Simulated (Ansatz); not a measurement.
# ZnFe (P4/mmm): couplings from the magnetic force theorem

```
Zn Fe
1.0
     0.00000    2.54160    3.87015
     2.54160    0.00000    0.00000
     0.00000    2.54160   -3.87015
Zn Fe
2 2
Cartesian
  1.2708 1.2708 1.9351
  1.2708 1.2708 -1.9351
  0.0000 0.0000 0.0000
  0.0000 2.5416 0.0000
```

The geometry is a structure from the Materials Project, repeated to hold the magnetic orders, held fixed and not relaxed.

Functional, mesh and filling: LDA, 7×12×7 k mesh, Fermi–Dirac smearing of 0.05 eV. PAW means Ansatz 0.2.0 on its default frozen-core files. Site moments are integrated in spheres about the atoms. Start moments (μB): Fe3 2, Fe4 -2.

Site moments (μB): Zn1 0.00, Zn2 0.00, Fe3 1.97, Fe4 -1.97. Cell moment 0.00 μB.

Couplings come from the force theorem (directions of the magnetic atoms constrained, all else relaxed) on a 7×12×7 mesh, with E = −Σ J e_i·e_j over ordered pairs of unit vectors, so positive J favours parallel moments.

```
                   pair  count  J PAW (meV)
Fe3–Fe at 2.54 Å, set 1      2       +22.09
Fe3–Fe at 2.54 Å, set 2      2       +91.34
       Fe3–Fe at 3.59 Å      4        -3.91
       Fe3–Fe at 3.87 Å      2        +6.62
Fe3–Fe at 4.63 Å, set 1      4        -5.01
Fe3–Fe at 4.63 Å, set 2      4        +3.46
Fe3–Fe at 5.08 Å, set 1      2        -0.04
Fe3–Fe at 5.08 Å, set 2      2        -4.15
       Fe3–Fe at 5.28 Å      8        +5.51
Fe3–Fe at 5.68 Å, set 1      4        -0.08
Fe3–Fe at 5.68 Å, set 2      4        +1.18
Fe3–Fe at 6.39 Å, set 1      4        -0.63
Fe3–Fe at 6.39 Å, set 2      4        -0.87
Fe3–Fe at 6.88 Å, set 1      8        +0.04
Fe3–Fe at 6.88 Å, set 2      8        -1.04
       Fe3–Fe at 7.19 Å      4        -0.51
```

Pairs at one distance with different couplings are listed as sets.

The program reports that this state isn't the lowest of its own couplings.

The couplings come from one mesh, and their convergence in k wasn't tested.

They shouldn't be read as transferable Heisenberg parameters: they are taken about a state that they themselves reject, with itinerant moments.

The PAW files were made with PBE; the program remakes their cores once for the run's functional and then keeps them frozen. The Ansatz runs typed with the search for lower states off end where their start leads. None of this fixes the real material's magnetic order: only patterns that fit the cell were computed, without spin fluctuations and on one mesh and smearing, with a functional that can overstate moments.
